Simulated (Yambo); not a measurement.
G0W0@LDA for Ba₂MgWO₆ (space group Fm-3m, No. 225) in Yambo. Reference settings: 2×2×2 Γ-centred k mesh, bands 3 to 214 and a 7 Ry block in the screening, 214 bands in G with the Bruneval-Gonze terminator, plasmon pole fitted at 27.2 eV. The LDA gap Γ → X on this mesh is 2.69 eV; G0W0 gaps are taken between the same points.

With and without the terminator, as bands are cut:

```tsv
bands in G (in W)	gap, terminator (eV)	gap, none (eV)	valence shift, terminator (eV)	valence shift, none (eV)
64 (64)	4.975	5.175	-0.266	0.094
92 (92)	4.706	4.876	-0.255	0.108
127 (127)	4.603	4.715	-0.346	-0.018
170 (170)	4.532	4.607	-0.420	-0.146
214 (214)	4.501	4.554	-0.460	-0.235
```

Over this range the gap spans 0.474 eV with the terminator and 0.621 eV without, the valence shift 0.205 eV and 0.343 eV. Neither column has reached its limit for certain.

Spin-orbit coupling is not included.

Geometry of the Materials Project entry, not relaxed at this level; primitive cell a = b = c = 5.824 Å, α = β = γ = 60.00°.

A shift is the quasiparticle energy of the state minus its LDA energy.
